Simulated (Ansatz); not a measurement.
BN (zinc blende, F-43m), a = b = c = 3.5798 Å, α = β = γ = 90.00°; the cell used has 2 atoms.

Relaxed with LDA.

**Question.** Decompose the optical modes at the zone centre into irreducible representations, and say which are infrared and Raman allowed.

**Answer.** Point group -43m: Γ_opt = T2. Infrared: T2. Raman: T2.

**Question.** Assign frequencies (DFPT, plane-wave PAW LDA (Ansatz code); without the LO–TO term).

**Answer.** T2 1067 cm⁻¹.

The cell was relaxed with LDA under the symmetry of its start.

Potentials: the earlier of the program's two PAW sets. The files were generated under PBE; for other functionals the program regenerates the frozen cores, and for LDA and PBEsol the local potential too.
